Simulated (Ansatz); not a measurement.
Relaxed-ion elastic tensor of Si$_{2}$Ru in space group P4_2/mnm (No. 136; Ru on 2a, Si on 4f) in GPa (Voigt order), the program Ansatz at the r²SCAN level (PAW); density 5.00 g/cm³, 17.40 Å³ per atom.

```
 201   195  69.9   0.0   0.0   0.0
 195   201  69.9   0.0   0.0   0.0
69.9  69.9   282   0.0   0.0   0.0
 0.0   0.0   0.0  83.5   0.0   0.0
 0.0   0.0   0.0   0.0  83.5   0.0
 0.0   0.0   0.0   0.0   0.0   205
```

**Question.** Is the crystal mechanically stable?

**Answer.** Yes: the smallest eigenvalue of C is 6.4 GPa.

**Question.** Work out the Voigt and Reuss bounds. Is their mean of use?

**Answer.** K_V = 150, K_R = 150; G_V = 97.7, G_R = 14.4 GPa. The bounds lie so far apart that a Hill average or a Debye temperature from it would say little.

The start of the workflow was typed in or built on a structure type; neither database checked (COD, Materials Project) lists it. Its standing as an ambient phase is unchecked. The r²SCAN relaxation kept the symmetry of its start; its stability against distortions is not shown here. No spin polarisation was allowed. The volume moved by 20 % from the start of the relaxation.

Potentials: the earlier of the program's two PAW sets.
